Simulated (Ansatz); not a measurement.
TiC (rock salt), conventional cell a = 4.3327 Å, b = 4.3327 Å, c = 4.3327 Å, α = 90.00°, β = 90.00°, γ = 90.00°. The calculation uses the primitive cell of 2 atoms, to which meshes and values per cell refer.

The relaxed cell is deformed in two ways at once: its volume V is scaled, and at that volume it is stretched along z (the c axis of the conventional cell) so that c/a changes. Fractional atomic positions are held.

Computed with PBE (plane waves to 420 eV, PAW, scalar-relativistic; Ansatz, a first-principles code). k mesh 18×18×18 (Γ-centred), Fermi-Dirac smearing 0.05 eV. Compression counts positive. With partly filled bands, the response to shear is sensitive to the k mesh, so small differences along c/a are uncertain. The PAW data are Ansatz's earlier set. TiC is run without spin polarisation. TiC was relaxed with its symmetry unable to fall. The last digit holds for this mesh only.

Changes of σzz (GPa) from the point V/V₀ = 1.000, (c/a)/(c/a)₀ = 1.000 when one coordinate moves alone (two changes are said to add if the coupling is within 5 % of the smaller one, nearly so within 20 %):

```tsv
point	change
V/V₀ = 1.000, (c/a)/(c/a)₀ = 0.880	50.31
V/V₀ = 1.000, (c/a)/(c/a)₀ = 0.940	19.77
V/V₀ = 0.920, (c/a)/(c/a)₀ = 1.000	24.66
V/V₀ = 0.960, (c/a)/(c/a)₀ = 1.000	11.09
V/V₀ = 1.040, (c/a)/(c/a)₀ = 1.000	-9.07
V/V₀ = 1.080, (c/a)/(c/a)₀ = 1.000	-16.49
V/V₀ = 1.000, (c/a)/(c/a)₀ = 1.060	-12.23
V/V₀ = 1.000, (c/a)/(c/a)₀ = 1.120	-19.84
```

Task: Do the two effects add at V/V₀ = 1.080, (c/a)/(c/a)₀ = 0.880? Give the computed change.

Result: The sum of the single changes is -16.49 + (50.31) = 33.82; the calculation gives 20.86, so the coupling contributes -12.96 (over 20 % of the smaller single change, not additive).

Task: What is the change at V/V₀ = 1.040, (c/a)/(c/a)₀ = 1.060, where both move, and how far is it from the sum?

Result: The sum of the single changes is -9.07 + (-12.23) = -21.30; the calculation gives -18.91, so the coupling contributes 2.39 (over 20 % of the smaller single change, not additive).

Task: Do the two effects add at V/V₀ = 1.080, (c/a)/(c/a)₀ = 0.940? Give the computed change.

Result: The sum of the single changes is -16.49 + (19.77) = 3.28; the calculation gives -2.47, so the coupling contributes -5.75 (over 20 % of the smaller single change, not additive).

(Under strain, the slope of the energy per volume gives the stress and its curvature an elastic modulus.)
